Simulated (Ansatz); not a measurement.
# Zn under pressure: fit and missing row

Zn, P6_3/mmc, a = 2.593 Å, c = 4.895 Å. Ansatz: PBEsol, PAW, 420 eV, Γ-centred 18×18×8 mesh on 2 atoms, Gaussian smearing 0.10 eV; no spin polarisation. Cell and atoms are relaxed at each pressure, and no other structure is tried, so the rows at high pressure may lie past a change of phase.

| V (Å³/atom) | P (GPa) |
| --- | --- |
| 10.323 | 59.99 |
| ? | 29.94 |
| 12.366 | 14.98 |
| 13.118 | 7.99 |
| 13.720 | 2.98 |
| 14.247 | 0.00 |
| 14.921 | -3.01 |

Problem. Take V0 = 14.247 Å³/atom, fit the third-order Birch–Murnaghan form to the other rows, and predict the missing volume.

Solution. With the Eulerian strain f = ½[(V0/V)^(2/3) − 1] and y = P/[3f(1 + 2f)^(5/2)], the form is the line y = B0 + 1.5 B0 (B0′ − 4) f. Rows (f, y): 0.11980, 97.6; 0.04950, 79.7; 0.02829, 82.0; 0.01272, 73.3; -0.01517, 71.4. Means f = 0.03903, y = 80.800; Σ(Δf)² = 0.01038, ΣΔfΔy = 2.039; the slope is their ratio. y = 73.13 + 196.5 f GPa, so B0 = 73.1 GPa and B0′ = 4 + 2 × (196.5)/(3 × 73.13) = 5.79. P = 29.94 GPa is met at f = 0.07835 (y = 88.53), so V = V0 (1 + 2f)^(−3/2) = 11.452 Å³/atom. The run gave 11.459 Å³/atom, so the fit is 0.007 Å³/atom too low, within the rms miss on the fitted rows (0.030 Å³/atom). With a term in f² added B0′ becomes 5.33, so this figure hangs on the form.

The mesh isn't the same in all rows (18×18×8, 18×18×10).